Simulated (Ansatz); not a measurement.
# WS2: field gradients at two levels of theory

Cell: a COD entry, ions relaxed with PBE at fixed cell.

Space group P6_3/mmc (No. 194); a = 3.1800, c = 12.5000 Å, γ = 120.00°.

```
site  Wyckoff  site symmetry       x       y       z
   W       2c           -6m2  0.3333  0.6667  0.2500
   S       4f            3m.  0.3333  0.6667  0.6245
```

One atom of each set is listed.

First run. All values are calculated (Ansatz; DFT, PBE, plane waves and PAW, scalar-relativistic, collinear spin, 420 eV cutoff, Γ-centred 11×11×3 k-points, Fermi–Dirac smearing 0.02 eV), not measured. Start moments as typed (μB): 2 on each W, none on the rest.

```tsv
site	V_zz (10²¹ V/m²)	η
W	-17.56	0.00
S	-4.57	0.00
```

Second run. The same atoms and settings, except that the functional is r2SCAN and the cutoff is 500 eV.

**Question.** What does the second run give?

**Answer.** 

```csv
site,V_zz,η,change of V_zz
W,-17.45,0.00,+0.11
S,-4.63,0.00,-0.06
```

The largest change of V_zz is on W, from -17.56 to -17.45. In per cent, |V_zz| changes by -1 on W, +1 on S (all sites that start above 0.5).

Without spin–orbit coupling the gradients at and beside W can be off by some per cent, at some sites by more. The start moments die out, and the run ends without spin.
For the second run: The program didn't check the stability of this electronic state in full, so a lower one may lie near.
